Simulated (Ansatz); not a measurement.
**SnO at a changed volume — 119Sn Mössbauer parameters**

Cell: a measured structure from the Crystallography Open Database (COD), relaxed with PBE at fixed cell and then changed (volume scaled by 0.96, ions relaxed).

```
Sn O
1.0
     3.74726    0.00000    0.00000
     0.00000    3.74726    0.00000
     0.00000    0.00000    4.77538
Sn O
2 2
Direct
  0.50000 0.00000 0.24855
  0.00000 0.50000 0.75145
  0.00000 0.00000 0.00000
  0.50000 0.50000 0.00000
```

Sites (sets of like atoms) are named by element and the number of their first atom in this list.

All values are calculated (Ansatz; DFT, PBE, plane waves and PAW, scalar-relativistic, 420 eV cutoff, Γ-centred 12×12×10 k-points, Fermi–Dirac smearing 0.05 eV), not measured.

Isomer shifts (against SnO₂) follow from the electron density at the nucleus, δ = α(ρ − ρ₀), with α = 0.099 mm s⁻¹ a₀³ and ρ₀ = 183191.44 a₀⁻³ from a line fitted to 8 measured compounds at this level of theory (rms miss 0.12 mm/s). ΔE_Q = ½eQV_zz(1 + η²/3)^½ with Q = -0.132 b for the 23.9 keV state.

Q: Give the isomer shift and quadrupole splitting of each Sn site.

A: 

```csv
site,atoms,first shell,ρ − ρ₀ (a₀⁻³),δ (mm/s),ΔE_Q (mm/s),η
Sn,"1, 2",4 O at 2.22 Å,26.2,2.59,1.51,0.00
```

The shift of Sn is typical of Sn(II), and the large splitting points to a stereochemically active lone pair.

The run finds no gap above 0.1 eV (a metal, or nearly one), so the gradients can move by 10 % or more with the k-mesh. Without spin–orbit coupling (the program notes it for Sn) the gradients can shift somewhat, as the gap is small. Semilocal functionals make gaps too small and can close them, so the real compound need not be a metal. At this changed cell the PBE pressure is 5 GPa.
